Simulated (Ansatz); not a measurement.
What DFT gives for Pb$_{3}$F$_{2}$

```xyz
10
Lattice="7.5773 0.0000 0.0000 0.0000 7.5773 0.0000 0.0000 0.0000 4.4221" Properties=species:S:1:pos:R:3 pbc="T T T"
Pb    2.8142    6.6029    2.2111
Pb    0.9744    2.8142    2.2111
Pb    4.7631    0.9744    2.2111
Pb    6.6029    4.7631    2.2111
Pb    0.0000    0.0000    2.2111
Pb    3.7887    3.7887    2.2111
F     1.3139    5.1026    0.0000
F     2.4747    1.3139    0.0000
F     6.2634    2.4747    0.0000
F     5.1026    6.2634    0.0000
```

Single point in Ansatz 0.2.0 with PBE, no spin polarisation. Cutoff 420 eV, PAW datasets, 5×5×8 Γ-centred k mesh, fermi-dirac filling (width 0.1 eV).

(1) Which element gives electrons and which takes them?

(2) What does the stress say?

(3) Is it stable against the elements?

(4) Is there a gap?

(5) What do density and ELF say about some of the short contacts?

(6) Where is the largest force?

Origin: a known structure type with other elements, at an estimated volume, so it need not be a known compound. Caveats: many states at the Fermi level without spin polarisation, so a magnetic state may lie lower; atoms or cell far from equilibrium.

Results:

(1) Bader charges in e: Pb +0.27 to +0.68, F -0.82. In the mean Pb gives up most and F takes most.

(2) The pressure is 1.3 GPa (compression positive), so with the atoms held at these fractions the cell would first expand; the forces are large, so a full relaxation may end otherwise. The principal stresses -6.2, 5.1, 5.1 GPa differ, so its shape would change too.

(3) -0.72 eV an atom against the elements' usual phases (free molecules for gases, crystals otherwise, with no correction for O₂ or N₂), so it is bound against them; other compounds may still compete. Relaxing would lower it.

(4) It is a metal, with about 4.3 states/eV a cell as the mean within 0.25 eV of the Fermi level, mostly Pb p (78 %).

(5) Pb–Pb at 2.76 Å: least valence density 0.41 e/Å³ and ELF 0.40 there. Pb–F at 3.06 Å: least valence density 0.09 e/Å³ and ELF 0.06 there. These are pseudo-fields; inside the PAW spheres they differ from the all-electron ones.

(6) The largest is on Pb1 (and as large on other atoms): 1.82 eV/Å, components (-1.28, -1.28, 0.00). It makes 180° with the line to a nearest neighbour, Pb3 at 2.76 Å, pointing away from it.
